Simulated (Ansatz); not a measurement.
This run works on a generated trial structure, not on a known crystal.

Input and command of a plane-wave DFT calculation in Ansatz:

```yaml
crystal:
  lattice:
    - [4.64764392, 0.0, 0.0]
    - [0.0, 4.64764392, 0.0]
    - [0.0, 0.0, 6.26839878]
  atoms:
    - { symbol: Sr, position: [0.5, 0.0, 0.87174939] }
    - { symbol: Sr, position: [0.0, 0.5, 0.12825061] }
    - { symbol: Zr, position: [0.0, 0.0, 0.5] }
    - { symbol: Zr, position: [0.5, 0.5, 0.5] }
    - { symbol: O, position: [0.5, 0.0, 0.17850713] }
    - { symbol: O, position: [0.0, 0.5, 0.82149287] }
    - { symbol: O, position: [0.0, 0.0, 0.0] }
    - { symbol: O, position: [0.5, 0.5, 0.0] }
basis:
  ecutwfc: 420
kpoints:
  mp_grid: { grid: [3, 3, 2] }
hamiltonian:
  xc: pbe
scf:
  occupations: { method: gaussian, width: 0.15 }
  lower_state_search: "off"
output:
  forces: true
  stress: true
  eigenvalues: true
relax:
  adjacent_minimum: "off"
  f_tol: 0.08
  max_steps: 16
  cell: { stress_tol: 0.8 }
```

```bash
ansatz run input.yaml --threads 1 --pin off --max-ram 2560MiB --backend cpu --events-out ev --progress --plain --runs-dir out
```

Processor: Intel(R) Xeon(R) Processor @ 2.50GHz (Skylake/Cascade Lake), 1 thread, on a host shared with other jobs.

Question: How long does it run, and how much memory does it take?

Answer: About 91 s, peak memory 0.42 GiB. It solves 42 bands at 6 k points (after reduction by symmetry) with about 2243 plane waves (on the last cell), in 103 SCF iterations over 14 ionic steps.
